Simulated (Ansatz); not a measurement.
## SrCdSiS4: what a change does to the field gradients

Base: a structure deposited in the COD whose atoms were relaxed with PBE, the cell held.

```cif
data_SrCdSiS4
_symmetry_space_group_name_H-M 'Ama2'
_symmetry_Int_Tables_number 40
_cell_length_a 10.2821
_cell_length_b 10.1551
_cell_length_c 6.3699
_cell_angle_alpha 90.000
_cell_angle_beta 90.000
_cell_angle_gamma 90.000
loop_
_atom_site_label
_atom_site_type_symbol
_atom_site_symmetry_multiplicity
_atom_site_Wyckoff_symbol
_atom_site_fract_x
_atom_site_fract_y
_atom_site_fract_z
Sr Sr 4 a 0.0000 0.0000 0.0018
Cd Cd 4 b 0.7500 0.8326 0.4414
Si Si 4 b 0.7500 0.2177 0.4889
S7 S 8 c 0.4181 0.7755 0.6888
S11 S 4 b 0.7500 0.8997 0.8133
S13 S 4 b 0.7500 0.0664 0.2592
```

One atom of each set is listed; the run and its k-mesh use a cell of 14 atoms with edges of 10.28, 5.99, 5.99 Å.

All values are calculated (Ansatz; DFT, PBE, plane waves and PAW, scalar-relativistic, 420 eV cutoff, Γ-centred 3×5×5 k-points, Fermi–Dirac smearing 0.02 eV), not measured.

Question: Variant: atom 6 (Si) replaced by Ge, ions relaxed, the cell held. What happens to the gradients (10²¹ V/m²)?

Answer: 

```
site  atoms alike  V_zz base  η base  V_zz variant  η variant
  Sr            2      -3.72    0.74         -3.65       0.80
 Cd3            1     -10.42    0.07        -10.43       0.07
 Cd4            1     -10.42    0.07        -10.62       0.28
 Si5            1      -0.87    0.93         -0.90       0.89
 Si6            1      -0.87    0.93      Ge -2.75       0.80
  S7            2       9.33    0.78         12.94       0.59
  S8            2       9.33    0.78          9.33       0.78
 S11            1       9.72    0.96          9.82       0.97
 S12            1       9.72    0.96         11.66       0.93
 S13            1      10.06    0.57         10.13       0.58
 S14            1      10.06    0.57         13.92       0.42
```

The largest change of V_zz among the elements kept is on S14, from 10.06 to 13.92. In per cent, |V_zz| changes by -2 on Sr, 0 to +2 on Cd, +4 on Si, 0 to +39 on S (all sites that start above 0.5). Where |V_zz| stays above 0.1, η moves most on Cd4, from 0.07 to 0.28. The number of symmetry-distinct sites goes from 6 to 11.

The Ge atoms stand 5.99 Å apart, so this is an ordered compound, not a dilute alloy. The relaxation keeps the symmetry of the start, which can hold atoms on axes and η at zero.

Without spin–orbit coupling (the program notes it for Cd and Sr) the gradients are little affected as a rule: paired runs on crystals with a gap mostly move them by under 2 % at such atoms.
